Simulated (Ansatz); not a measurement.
LiNbO3 (R3c), relaxed and computed with several functionals in Ansatz (plane waves, PAW).

| functional | a (Å) | c (Å) | V (Å³/atom) | gap (eV) | B₀ by P(V) fit (GPa) |
|---|---|---|---|---|---|
| r²SCAN | 5.138 | 13.885 | 10.58 | 4.00 | 112 |
| LDA | … | … | … | … | … |
| HSE06 | 5.133 | 13.840 | 10.53 | 5.13 | 110 |

Question: Fill in the missing entries.

Answer: 
- LDA, a (Å): 5.067
- LDA, c (Å): 13.687
- LDA, V (Å³/atom): 10.15
- LDA, gap (eV): 3.49
- LDA, B₀ by P(V) fit (GPa): 123

All cells were relaxed under the symmetry of their starts (and spin orders); stability against distortions was not tested throughout. Rows with no word on spin ran without spin polarisation. Scalar-relativistic: spin–orbit coupling is off unless named, which matters more the heavier the elements.

Potentials: the later of the program's two PAW sets.

Ansatz (an electronic-structure program) is a plane-wave DFT program.
